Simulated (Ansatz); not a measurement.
# Notes on PdC₅Se₂

```
Se Pd C
1.0
     0.00000    5.49501    0.00000
     6.03837   -2.74751    0.00000
     2.19096    0.00000   -6.78331
Se Pd C
4 2 10
Direct
  0.45063 0.72288 0.32070
  0.72775 0.27712 0.17930
  0.54937 0.27712 0.67930
  0.27225 0.72288 0.82070
  0.00000 0.00000 0.50000
  0.00000 0.00000 0.00000
  0.64140 0.74280 0.50290
  0.89860 0.25720 0.99710
  0.35860 0.25720 0.49710
  0.10140 0.74280 0.00290
  0.44840 0.00000 0.25000
  0.55160 0.00000 0.75000
  0.64220 0.74200 0.13130
  0.90020 0.25800 0.36870
  0.35780 0.25800 0.86870
  0.09980 0.74200 0.63130
```

Single point in Ansatz 0.2.0 with r2SCAN, no spin polarisation. Cutoff 500 eV, PAW datasets, 5×5×4 Γ-centred k mesh, gaussian filling (width 0.0607 eV).

Question: Which atom feels the largest force, and which way?

Answer: The largest is on Se1 (and as large on other atoms): 8.59 eV/Å, components (-3.87, -7.48, -1.66). It makes 126° with the line to a nearest neighbour, C13 at 1.66 Å.

Question: What happens at the Fermi level?

Answer: It is a metal, with about 9.5 states/eV a cell as the mean within 0.25 eV of the Fermi level, mostly C p (80 %).

Question: What does the stress say?

Answer: The pressure is 26.4 GPa (compression positive), so with the atoms held at these fractions the cell would first expand; the forces are large, so a full relaxation may end otherwise. The principal stresses 8.1, 30.1, 40.9 GPa differ, so its shape would change too.

Question: Describe some of the short contacts.

Answer: Se–C at 1.66 Å: least valence density 1.64 e/Å³ and ELF 0.85 there. Pd–C at 2.00 Å: least valence density 0.89 e/Å³ and ELF 0.44 there. These are pseudo-fields; inside the PAW spheres they differ from the all-electron ones.

Origin: a known structure type with other elements, at an estimated volume, so it need not be a known compound. Caveats: many states at the Fermi level without spin polarisation, so a magnetic state may lie lower; atoms or cell far from equilibrium.
